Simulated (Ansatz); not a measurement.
A relaxation computed with Ansatz, from input to last step.

```yaml
crystal:
  lattice:
    - [3.113, 0.0, 0.0]
    - [-1.5565, 2.695937082, 0.0]
    - [0.0, 0.0, 4.981]
  atoms:
    - { symbol: Al, position: [0.3333333333, 0.6666666667, 0.0] }
    - { symbol: Al, position: [0.6666666667, 0.3333333333, 0.5] }
    - { symbol: "N", position: [0.3333333333, 0.6666666667, 0.38] }
    - { symbol: "N", position: [0.6666666667, 0.3333333333, 0.88] }
basis:
  ecutwfc: 500
kpoints:
  mp_grid: { grid: [12, 12, 6] }
hamiltonian:
  xc: r2scan
scf:
  occupations: { method: gaussian, width: 0.02 }
output:
  forces: true
  stress: true
  eigenvalues: true
relax:
  adjacent_minimum: "off"
  f_tol: 0.01
  max_steps: 40
```

```bash
ansatz run input.yaml --threads 1 --pin off --max-ram 2560MiB --backend cpu --events-out ev --progress --plain --runs-dir out
```

The calculation used DFT r2SCAN, scalar-relativistic, plane waves, PAW in Ansatz.

Of 4 frames 3 are shown, positions in Å and forces in eV/Å; the SCF threshold varies from step to step.

```xyz
4
Lattice="3.1130 0.0000 0.0000 -1.5565 2.6959 0.0000 0.0000 0.0000 4.9810" Properties=species:S:1:pos:R:3:forces:R:3 pbc="T T T" step=1 free_energy_over_end_meV_per_atom=0.28
Al    0.0000    1.7973    0.0000    0.0000    0.0000   -0.1223
Al    1.5565    0.8986    2.4905    0.0000    0.0000   -0.1223
N     0.0000    1.7973    1.8928    0.0000    0.0000    0.1222
N     1.5565    0.8986    4.3833    0.0000    0.0000    0.1222
4
Lattice="3.1130 0.0000 0.0000 -1.5565 2.6959 0.0000 0.0000 0.0000 4.9810" Properties=species:S:1:pos:R:3:forces:R:3 pbc="T T T" step=2 free_energy_over_end_meV_per_atom=0.15
Al    0.0000    1.7973   -0.0012    0.0000    0.0000   -0.0887
Al    1.5565    0.8986    2.4893    0.0000    0.0000   -0.0887
N     0.0000    1.7973    1.8940    0.0000    0.0000    0.0884
N     1.5565    0.8986    4.3845    0.0000    0.0000    0.0884
4
Lattice="3.1130 0.0000 0.0000 -1.5565 2.6959 0.0000 0.0000 0.0000 4.9810" Properties=species:S:1:pos:R:3:forces:R:3 pbc="T T T" step=4 free_energy_over_end_meV_per_atom=0.00
Al    0.0000    1.7973   -0.0045    0.0000    0.0000   -0.0027
Al    1.5565    0.8986    2.4860    0.0000    0.0000   -0.0027
N     0.0000    1.7973    1.8973    0.0000    0.0000    0.0026
N     1.5565    0.8986    4.3878    0.0000    0.0000    0.0026
```

Time: 12 s on 1 thread of AMD EPYC 9R45 96-Core Processor (Zen 5) (shared host), peak memory 0.49 GiB.